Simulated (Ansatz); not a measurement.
RbCaH3 (cubic perovskite, Pm-3m), plane-wave PAW LDA (Ansatz code). The conduction-band minimum lies at M, with 3 equivalent valleys. Second derivatives d²E/dk² of the lowest band at one valley (eV·Å²), along Cartesian directions:

```json
[
 {"direction": "[100]", "d²E/dk²": "11.94"},
 {"direction": "[010]", "d²E/dk²": "19.06"},
 {"direction": "[001]", "d²E/dk²": "19.06"},
 {"direction": "[110]", "d²E/dk²": "15.49"},
 {"direction": "[101]", "d²E/dk²": "15.49"},
 {"direction": "[011]", "d²E/dk²": "19.05"}
]
```

Find the principal effective masses, the density-of-states mass and the conductivity mass.

Off-diagonal terms follow from H_xy = H[110] − (H_xx + H_yy)/2, and m*/mₑ = 7.620 eV·Å² over each eigenvalue: 0.40, 0.40, 0.64. One valley's DOS mass (m₁m₂m₃)^(1/3) = 0.47, conductivity mass 3/(Σ 1/mᵢ) = 0.46 mₑ.

What effective density of states Nc follows at 300 K for parabolic valleys?

Nc = 2.509e19 × 3 × (0.47)^(3/2) ≈ 2.4e19 cm⁻³.

With the computed static dielectric constant 11.9 (mean of the diagonal), estimate a hydrogenic donor's binding energy and radius.

E = 13.606 eV × 0.46/11.9² ≈ 44 meV; a = 0.529 Å × ε/m* ≈ 14 Å. Semilocal masses tend to be too small where the gap is.

The first step of the workflow began from a Materials Project structure, measured or hypothetical; the Crystallography Open Database files this formula in space group No. 221, but the cells were not matched. Its standing as an ambient phase is unchecked. Symmetry was held in the LDA relaxation; phonons on a q-mesh show no instability. Scalar-relativistic: spin–orbit coupling is off unless named, which matters more the heavier the elements.

Potentials: the later of the program's two PAW sets.
